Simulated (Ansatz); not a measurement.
# Structures of MoF2: which is lowest?

Plane-wave DFT in Ansatz with scalar-relativistic PAW potentials, cutoff 420 eV, Γ-centred meshes chosen by cell and gap, Gaussian smearing with energies taken to zero width. Every cell was relaxed (cell and atoms) in a run of its own, within the symmetry of its start. Functional: PBE.

Relaxed structures (starts from databases or built by putting these elements on another compound's sites):
A. P4/nmm, 6 atoms in the computed cell, a = 3.717 Å, c = 6.108 Å; sites (symmetry × multiplicity) Mo 4mm × 2, F -4m2 × 2 + 4mm × 2; start: built
B. R3m, 3 atoms in the computed cell, a = 2.751 Å, c = 19.146 Å; sites (symmetry × multiplicity) Mo 3m × 3, F 3m × 3 + 3m × 3; start: built

Q: Rank them by energy. Could pressure change the order?

A:
| structure | group | E − E(lowest) (meV/atom) | V (Å³/atom) | gap on mesh (eV) |
| --- | --- | --- | --- | --- |
| B | R3m | 0.0 | 13.94 | 0.00 |
| A | P4/nmm | 372 | 14.06 | 0.00 |

B is lowest, 372 meV/atom under A. The lowest is also the densest of these, so pressure wouldn't bring one of the others in at first order. Other structures may lie lower than all of these, and vibrations aren't counted.

Magnetic cells started from one order each; another order can shift an energy by tens of meV per atom.